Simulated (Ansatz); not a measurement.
Input file for Ansatz (a quantum-chemistry and plane-wave program):

Ansatz 0.2 input:
```yaml
crystal:
  lattice:
    - [3.9589560016, 0.0, 0.0]
    - [-1.9794780008, 3.4285564698, 0.0]
    - [0.0, 0.0, 6.5323343791]
  atoms:
    - { symbol: Ge, position: [0.6666666667, 0.3333333333, 0.0628687148] }
    - { symbol: Ge, position: [0.3333333333, 0.6666666667, 0.9371312852] }
    - { symbol: Ge, position: [0.3333333333, 0.6666666667, 0.5628687148] }
    - { symbol: Ge, position: [0.6666666667, 0.3333333333, 0.4371312852] }
kpoints:
  mp_grid: { grid: [25, 25, 13] }
hamiltonian:
  xc: lda
  pseudopotentials: { kind: paw }
scf:
  occupations: { method: fermi_dirac, width: 0.1 }
elastic: { mode: relaxed_ion, stencil: two_point, amplitude: 0.005, f_tol: 0.0005 }
```

Output (shortened):

```
Pseudopotential: Ge, paw, valence charge 14
Functional definition: SPW92
Crystal: 4 atoms, lattice volume = 88.667 Å³
Basis set: ecut = 420 eV, 1761 PW (Γ)
Bands: 34, of which v1, the nominal top of the filled ones, is band 28 counted from 1 (27 counted from 0)
Symmetry: 24 space group operations
Space group: P63/mmc (ITA 194), of the structure as read, at distance tolerance 4.5e-5 Å
k-points: 455 of 8125
the search or the solves at the SCF's close seem to have found levels that the self-consistency loop had missed (the run counts 1) …
SCF 1 converged in 12 iterations: F = -16862.817178 eV  dr2 = 1.64e-14
relax step   1: F+E_penalty+E_count = -16862.81717820 eV  Δ(F+E_penalty+E_count) = +0.000e0 eV  max|allowed force component| = 8.801e-3 eV/Å  Δτ_max = 0.0000 Å  (12 SCF iters, accepted)
Crystal: 4 atoms, lattice volume = 88.667 Å³
SCF 2 converged in 11 iterations: F = -16862.817185 eV  dr2 = 2.87e-14
relax step   2: F+E_penalty+E_count = -16862.81718505 eV  Δ(F+E_penalty+E_count) = -6.849e-6 eV  max|allowed force component| = 8.363e-4 eV/Å  Δτ_max = 0.0004 Å  (11 SCF iters, accepted)
Crystal: 4 atoms, lattice volume = 88.667 Å³
SCF 3 converged in 7 iterations: F = -16862.817185 eV  dr2 = 1.21e-14
relax step   3: F+E_penalty+E_count = -16862.81718511 eV  Δ(F+E_penalty+E_count) = -6.231e-8 eV  max|allowed force component| = 9.631e-7 eV/Å  Δτ_max = 0.0000 Å  (7 SCF iters, accepted)
Crystal: 4 atoms, lattice volume = 88.667 Å³
SCF 4 converged in 10 iterations: F = -16862.817185 eV  dr2 = 9.35e-16
Crystal: 4 atoms, lattice volume = 88.223 Å³
Symmetry: 8 space group operations
k-points: 1183 of 8125
SCF 5 converged in 13 iterations: F = -16862.816063 eV  dr2 = 4.30e-15
relax step   1: F+E_penalty+E_count = -16862.81606254 eV  Δ(F+E_penalty+E_count) = +0.000e0 eV  max|allowed force component| = 3.887e-2 eV/Å  Δτ_max = 0.0000 Å  (13 SCF iters, accepted)
Crystal: 4 atoms, lattice volume = 88.223 Å³
SCF 6 converged in 10 iterations: F = -16862.816271 eV  dr2 = 1.13e-14
relax step   2: F+E_penalty+E_count = -16862.81627089 eV  Δ(F+E_penalty+E_count) = -2.083e-4 eV  max|allowed force component| = 1.513e-3 eV/Å  Δτ_max = 0.0022 Å  (10 SCF iters, accepted)
Crystal: 4 atoms, lattice volume = 88.223 Å³
SCF 7 converged in 7 iterations: F = -16862.816271 eV  dr2 = 1.52e-14
relax step   3: F+E_penalty+E_count = -16862.81627111 eV  Δ(F+E_penalty+E_count) = -2.276e-7 eV  max|allowed force component| = 3.395e-6 eV/Å  Δτ_max = 0.0001 Å  (7 SCF iters, accepted)
Crystal: 4 atoms, lattice volume = 88.223 Å³
SCF 8 converged in 2 iterations: F = -16862.816271 eV  dr2 = 8.30e-15
Crystal: 4 atoms, lattice volume = 89.110 Å³
SCF 9 converged in 12 iterations: F = -16862.815906 eV  dr2 = 5.96e-14
relax step   1: F+E_penalty+E_count = -16862.81590575 eV  Δ(F+E_penalty+E_count) = +0.000e0 eV  max|allowed force component| = 3.733e-2 eV/Å  Δτ_max = 0.0000 Å  (12 SCF iters, accepted)
Crystal: 4 atoms, lattice volume = 89.110 Å³
SCF 10 converged in 10 iterations: F = -16862.816103 eV  dr2 = 1.10e-14
relax step   2: F+E_penalty+E_count = -16862.81610251 eV  Δ(F+E_penalty+E_count) = -1.968e-4 eV  max|allowed force component| = 9.445e-4 eV/Å  Δτ_max = 0.0021 Å  (10 SCF iters, accepted)
Crystal: 4 atoms, lattice volume = 89.110 Å³
SCF 11 converged in 7 iterations: F = -16862.816103 eV  dr2 = 8.79e-15
relax step   3: F+E_penalty+E_count = -16862.81610262 eV  Δ(F+E_penalty+E_count) = -1.195e-7 eV  max|allowed force component| = 1.271e-6 eV/Å  Δτ_max = 0.0001 Å  (7 SCF iters, accepted)
Crystal: 4 atoms, lattice volume = 89.110 Å³
SCF 12 converged in 2 iterations: F = -16862.816103 eV  dr2 = 4.86e-15
Crystal: 4 atoms, lattice volume = 88.223 Å³
SCF 13 converged in 12 iterations: F = -16862.815526 eV  dr2 = 2.88e-14
relax step   1: F+E_penalty+E_count = -16862.81552565 eV  Δ(F+E_penalty+E_count) = +0.000e0 eV  max|allowed force component| = 4.929e-2 eV/Å  Δτ_max = 0.0000 Å  (12 SCF iters, accepted)
Crystal: 4 atoms, lattice volume = 88.223 Å³
SCF 14 converged in 10 iterations: F = -16862.815737 eV  dr2 = 2.24e-14
relax step   2: F+E_penalty+E_count = -16862.81573652 eV  Δ(F+E_penalty+E_count) = -2.109e-4 eV  max|allowed force component| = 1.154e-3 eV/Å  Δτ_max = 0.0022 Å  (10 SCF iters, accepted)
Crystal: 4 atoms, lattice volume = 88.223 Å³
SCF 15 converged in 7 iterations: F = -16862.815737 eV  dr2 = 1.52e-14
relax step   3: F+E_penalty+E_count = -16862.81573664 eV  Δ(F+E_penalty+E_count) = -1.166e-7 eV  max|allowed force component| = 7.474e-6 eV/Å  Δτ_max = 0.0001 Å  (7 SCF iters, accepted)
Crystal: 4 atoms, lattice volume = 88.223 Å³
SCF 16 converged in 2 iterations: F = -16862.815737 eV  dr2 = 8.75e-15
Crystal: 4 atoms, lattice volume = 89.110 Å³
SCF 17 converged in 12 iterations: F = -16862.816131 eV  dr2 = 2.34e-14
relax step   1: F+E_penalty+E_count = -16862.81613062 eV  Δ(F+E_penalty+E_count) = +0.000e0 eV  max|allowed force component| = 4.531e-2 eV/Å  Δτ_max = 0.0000 Å  (12 SCF iters, accepted)
Crystal: 4 atoms, lattice volume = 89.110 Å³
SCF 18 converged in 10 iterations: F = -16862.816318 eV  dr2 = 1.51e-14
relax step   2: F+E_penalty+E_count = -16862.81631796 eV  Δ(F+E_penalty+E_count) = -1.873e-4 eV  max|allowed force component| = 1.790e-3 eV/Å  Δτ_max = 0.0020 Å  (10 SCF iters, accepted)
Crystal: 4 atoms, lattice volume = 89.110 Å³
SCF 19 converged in 7 iterations: F = -16862.816318 eV  dr2 = 4.30e-14
relax step   3: F+E_penalty+E_count = -16862.81631825 eV  Δ(F+E_penalty+E_count) = -2.907e-7 eV  max|allowed force component| = 1.036e-5 eV/Å  Δτ_max = 0.0001 Å  (7 SCF iters, accepted)
Crystal: 4 atoms, lattice volume = 89.110 Å³
SCF 20 converged in 2 iterations: F = -16862.816318 eV  dr2 = 2.47e-14
Crystal: 4 atoms, lattice volume = 88.666 Å³
Symmetry: 4 space group operations
k-points: 2119 of 8125
SCF 21 converged in 11 iterations: F = -16862.816832 eV  dr2 = 5.89e-14
relax step   1: F+E_penalty+E_count = -16862.81683161 eV  Δ(F+E_penalty+E_count) = +0.000e0 eV  max|allowed force component| = 2.915e-2 eV/Å  Δτ_max = 0.0000 Å  (11 SCF iters, accepted)
Crystal: 4 atoms, lattice volume = 88.666 Å³
SCF 22 converged in 8 iterations: F = -16862.816906 eV  dr2 = 7.75e-14
relax step   2: F+E_penalty+E_count = -16862.81690552 eV  Δ(F+E_penalty+E_count) = -7.391e-5 eV  max|allowed force component| = 6.732e-4 eV/Å  Δτ_max = 0.0013 Å  (8 SCF iters, accepted)
Crystal: 4 atoms, lattice volume = 88.666 Å³
SCF 23 converged in 5 iterations: F = -16862.816906 eV  dr2 = 3.31e-14
relax step   3: F+E_penalty+E_count = -16862.81690555 eV  Δ(F+E_penalty+E_count) = -3.085e-8 eV  max|allowed force component| = 5.265e-6 eV/Å  Δτ_max = 0.0000 Å  (5 SCF iters, accepted)
Crystal: 4 atoms, lattice volume = 88.666 Å³
SCF 24 converged in 2 iterations: F = -16862.816906 eV  dr2 = 1.48e-14
Crystal: 4 atoms, lattice volume = 88.666 Å³
SCF 25 converged in 11 iterations: F = -16862.816832 eV  dr2 = 4.50e-14
relax step   1: F+E_penalty+E_count = -16862.81683161 eV  Δ(F+E_penalty+E_count) = +0.000e0 eV  max|allowed force component| = 2.915e-2 eV/Å  Δτ_max = 0.0000 Å  (11 SCF iters, accepted)
Crystal: 4 atoms, lattice volume = 88.666 Å³
SCF 26 converged in 9 iterations: F = -16862.816906 eV  dr2 = 1.77e-14
relax step   2: F+E_penalty+E_count = -16862.81690555 eV  Δ(F+E_penalty+E_count) = -7.394e-5 eV  max|allowed force component| = 5.346e-5 eV/Å  Δτ_max = 0.0013 Å  (9 SCF iters, accepted)
Crystal: 4 atoms, lattice volume = 88.666 Å³
SCF 27 converged in 2 iterations: F = -16862.816906 eV  dr2 = 1.08e-14
SCF converged after 10 iterations
Stability not checked: this state was not tested for a lower state beside it, because too few of the mixer's solves of this state at the end of the SCF gave a …
Free energy (F): -16862.817185 eV
Harris-Foulkes:  -16862.817185 eV  (|F-HF|=3.64e-12)
Internal energy: -16862.810492 eV  (E = F + TS)
E sigma→0 (E₀):  -16862.813838 eV
Entropy (-TS):   -0.006693 eV (-1.673 meV/atom)
Fermi energy:    8.635082 eV
--- Per-component energies (eV) ---
  E_band       = -606.426955
  E_kinetic    = 449.263103
  E_local      = -9856.840921  (includes V_loc(G=0)·N_el)
  E_nonlocal   = 1687.109572
  E_hartree    = 4322.391902
  E_xc         = -301.739056
  E_vxc        = -261.719398  (∫ρ·V_xc dr)
  E_paw        = -7765.788007  (= ΣΔE_a)
  E_vpaw       = -1269.024191  (= ΣTr[D̂ρ^β])
  E_aug_tail   = 0.001079  (compensation charges beyond the density's cutoff)
  E_ewald      = -5404.841468
  E_core_change = 7.633305  (= ΣΔE_core)
  E_smearing   = -0.006693  (= −TS)
  E_closure    = 0.000000  (closes the sum)
  Σ components = -16862.817185   (vs F -16862.817185, Δ=0.00e0)
--- Forces (eV/Å), atoms counted from 1 ---
  atom   1  Ge     0.00000000     0.00000000    -0.00000097
  atom   2  Ge     0.00000000     0.00000000     0.00000097
  atom   3  Ge     0.00000000     0.00000000    -0.00000097
  atom   4  Ge     0.00000000     0.00000000     0.00000097
  max |Σ_I F_I| component: 2.31e-18 eV/Å
--- Stress (GPa, compression-positive) ---
       -0.034223       0.000000       0.000000
        0.000000      -0.034223       0.000000
        0.000000       0.000000       0.101497
  P = ⅓ Tr σ = 0.0110 GPa (0.110 kbar)
--- Band table (eV; the first three rows and the last of 455) ---
  k-point 0: bands = ["-16.4567", "-16.4567", "-16.4161", "-16.4153", "-16.4153", "-16.4022", "-16.3885", "-16.3885", "-16.3319", "-16.3319", "-16.1979", "-16.1979", "-16.1837", "-16.1667", "-16.1630", "-16.1630", "-16.1422", "-16.1422", "-16.1109", …
  k-point 1: bands = ["-16.4563", "-16.4563", "-16.4165", "-16.4165", "-16.4158", "-16.4023", "-16.3873", "-16.3873", "-16.3327", "-16.3327", "-16.1973", "-16.1973", "-16.1836", "-16.1670", "-16.1635", "-16.1635", "-16.1416", "-16.1416", "-16.1113", …
  k-point 2: bands = ["-16.4550", "-16.4550", "-16.4195", "-16.4195", "-16.4150", "-16.4027", "-16.3840", "-16.3840", "-16.3352", "-16.3352", "-16.1954", "-16.1954", "-16.1831", "-16.1680", "-16.1649", "-16.1649", "-16.1400", "-16.1400", "-16.1125", …
  k-point 454: bands = ["-16.4747", "-16.4720", "-16.4495", "-16.4491", "-16.3782", "-16.3773", "-16.3111", "-16.3071", "-16.2850", "-16.2844", "-16.2631", "-16.2629", "-16.2264", "-16.2245", "-16.1940", "-16.1934", "-16.1137", "-16.1133", "-16.0882", …
--- Elastic constants: 3 strain directions × 2 members + reference (group order 24) ---
  dense FFT box of the reference and of every strained cell: 27×27×45
  strains applied: 11, 33, 23; error gains …
  reference relaxed by the batch: 3 steps …
  largest displacement 3.9e-4 Å; the constants are those of the deck's cell at these positions:
  atoms:
    - { symbol: Ge, position: [0.6666666666666666, 0.3333333333333333, 0.06292880409124528] }
    - { symbol: Ge, position: [0.3333333333333333, 0.6666666666666666, 0.9370711959087549] }
    - { symbol: Ge, position: [0.3333333333333333, 0.6666666666666666, 0.5629288040912452] }
    - { symbol: Ge, position: [0.6666666666666666, 0.3333333333333333, 0.4370711959087548] }
  C = ∂σ_k/∂η_j (tension-positive GPa; Voigt order 11 22 33 23 13 12):
       144.459     41.782     27.342      0.000      0.000      0.000
        41.782    144.459     27.342      0.000      0.000      0.000
        27.483     27.483    167.445      0.000      0.000      0.000
         0.000      0.000      0.000     40.316      0.000      0.000
         0.000      0.000      0.000      0.000     40.316      0.000
         0.000      0.000      0.000      0.000      0.000     51.338
  reference stress σ⁰ (GPa):      0.034      0.034     -0.101      0.000      0.000      0.000
  moduli (Voigt/Reuss/Hill, GPa): K = 72.18/72.14/72.16   G = 50.38/48.47/49.42   E = 120.71   ν = 0.221
  mechanically stable: yes (min eigenvalue of sym C = 40.32 GPa)
  strain η (Voigt 11):  stress-route row diagonal C_11 = 144.46 GPa, energy-path curvature d²(F+E_count+ΔE)/dδ²/Ω₀ = 144.33 GPa
         δ    σ_11 (GPa)             F (eV)   n_scf  n_hpsi   n_pw
    -5.000e-3      -0.6997      -16862.8162711       2  321735   1761   relax 3 steps, max|allowed force component| 3.39e-6 eV/Å
     5.000e-3       0.7449      -16862.8161026       2  321242   1774   relax 3 steps, max|allowed force component| 1.27e-6 eV/Å
  strain η (Voigt 33):  stress-route row diagonal C_33 = 167.45 GPa, energy-path curvature d²(F+E_count+ΔE)/dδ²/Ω₀ = 167.39 GPa
         δ    σ_33 (GPa)             F (eV)   n_scf  n_hpsi   n_pw
    -5.000e-3      -0.9507      -16862.8157366       2  123199   1761   relax 3 steps, max|allowed force component| 7.47e-6 eV/Å
     5.000e-3       0.7238      -16862.8163182       2  123415   1774   relax 3 steps, max|allowed force component| 1.04e-5 eV/Å
  strain η (Voigt 23):  stress-route row diagonal C_44 = 40.32 GPa, energy-path curvature d²(F+E_count+ΔE)/dδ²/Ω₀ = 40.44 GPa
         δ    σ_23 (GPa)             F (eV)   n_scf  n_hpsi   n_pw
    -5.000e-3      -0.2016      -16862.8169056       2  577643   1762   relax 3 steps, max|allowed force component| 5.27e-6 eV/Å
     5.000e-3       0.2016      -16862.8169056       2  576367   1762   relax 2 steps, max|allowed force component| 5.35e-5 eV/Å
```

Cost: very roughly 60 core-minutes on shared cores.

Space group P6_3/mmc. The workflow started from a Materials Project entry (that database holds measured and hypothetical structures alike); the Crystallography Open Database copy checked does not list it. It is not the phase usual at ambient conditions (space group No. 227). Symmetry was held in the LDA relaxation; its stability against distortions is not shown here. As this level gives no gap, shear constants depend on the k-mesh and smearing (Fermi–Dirac, 0.1 eV here). Scalar-relativistic: spin–orbit coupling is off unless named, which matters more the heavier the elements.

Potentials: the later of the program's two PAW sets.

Ansatz is a plane-wave DFT program.
